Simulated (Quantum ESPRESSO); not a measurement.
## One change at a time to Hf4Mo2RhW

All numbers below are calculated, not measured. They come from Quantum ESPRESSO 7.5, a public plane-wave density functional program. Each row is one single-point run on a made-up periodic cell of eight metal atoms, with elements, volume, strain and displacements drawn at random and not relaxed, so a cell may be unstable or far from any real phase. There is no spin polarisation or spin-orbit coupling.

Settings: PBE unless stated; PseudoDojo standard norm-conserving files; Fermi-Dirac width 0.25 eV, which means electrons at about 2900 K; cutoff 1197 eV; 6 x 5 x 3 k mesh shifted half a step off Gamma. E is the free energy of the whole cell (internal energy minus TS), so a -TS column is already part of it. Stress is positive in tension, and the pressure P is minus a third of its trace.

Checks: one run of this series was repeated at a higher cutoff and on a denser mesh, which moved values by no more than 0.004 eV, 0.02 GPa and 0.004 eV/Å, and a second program with other atomic files agreed on it to 2 % rms in force and 0.5 GPa in pressure. Known limits: heavy elements are run without spin-orbit coupling, which real alloys of them have; a spin test at this wide smearing found no moment, but such smearing suppresses magnetism that the real alloy may have.

The lattice is face-centred cubic, and the cell vectors in Å are (-4.319, -0.030, -0.008); (-2.194, -4.386, -2.157); (-2.177, -4.438, 6.558), a volume of 165.00 Å³ in run 1. The elements on sites 1 to 8 are Hf Rh Mo Hf Hf W Hf Mo. Each later run makes one change to run 1 and keeps the rest. E is counted from run 1, and is n/a where other atomic files have another zero of energy.

| run | change | V (Å³) | P (GPa) | -TS (eV) | rms force (eV/Å) | largest change of a force component (eV/Å) | E (eV) |
|---|---|---|---|---|---|---|---|
| 1 | none | 165.00 | -9.95 | -2.243 | 1.325 | 0.000 | 0.000 |
| 2 | sites 1 and 3 exchanged | 165.00 | -10.30 | -2.322 | 0.860 | 1.697 | -0.687 |
| 3 | all lengths scaled by -1.50 % | 157.69 | -4.69 | -2.135 | 1.475 | 0.288 | -0.338 |
| 4 | PBEsol in place of PBE | 165.00 | -14.97 | -2.249 | 1.256 | 0.143 | n/a |
| 5 | Ta on site 5 | 165.00 | -13.11 | -2.274 | 1.171 | 0.523 | n/a |
| 6 | site 1 moved by -0.16 Å along x | 165.00 | -9.27 | -2.241 | 1.399 | 0.964 | ? |

## Worked estimate

Along the move dE = -F dx. The force on site 1 along x is 0.703 eV/Å in run 1 and 1.667 eV/Å in run 6, and the move is -0.16 Å, so the mean force times the move gives an estimate.

## Withheld value

Question: what E should run 6 give?

The estimate is 0.190 eV. The calculation gave 0.189 eV.
